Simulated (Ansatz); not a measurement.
TePd:
```
CELL_PARAMETERS angstrom
      3.39232     0.00000     0.00000
      0.00000     3.39232     0.00000
      0.00000     0.00000     3.39232
ATOMIC_POSITIONS crystal
  Pd 0.00000 0.00000 0.00000
  Te 0.50000 0.50000 0.50000
```

Relaxed with PBEsol. Special points in fractions of this cell's reciprocal vectors: Γ (0.000, 0.000, 0.000); X (0.000, 0.500, 0.000); M (0.500, 0.500, 0.000); R (0.500, 0.500, 0.500).

### Question
List the band energies nearest the Fermi level at these points for PBEsol (plane waves, PAW; program Ansatz).

### Answer
In eV from the Fermi level; about four levels below and three above (degenerate sets whole), none deeper than 8.9 eV; points with the same levels are listed once.

```csv
k,below,above
Γ,-2.66 -2.66 -2.66 -1.03 -1.03 -1.03,2.38 6.50 6.50
X,-4.01 -4.01 -3.82 -2.61 -1.87,2.33 2.33 5.19
M,-3.18 -3.18 -2.12 -2.01,0.55 1.26 8.53 8.53
R,-6.43 -6.43 -6.43 -1.97 -1.97,0.58 0.58 0.58
```

Space group Pm-3m (CsCl type). The cell is a constructed one: a structure type filled with these elements; neither database checked (COD, Materials Project) lists it. COD files the formula under space group No. 194. Whether it is the stable phase at ambient conditions was not checked. The PBEsol relaxation kept the symmetry of its start; its stability against distortions is not shown here. The run is not spin-polarised. Spin–orbit coupling is left out wherever it is not named.

Potentials: the earlier of the program's two PAW sets. The files were generated under PBE; for other functionals the program regenerates the frozen cores, and for LDA and PBEsol the local potential too.
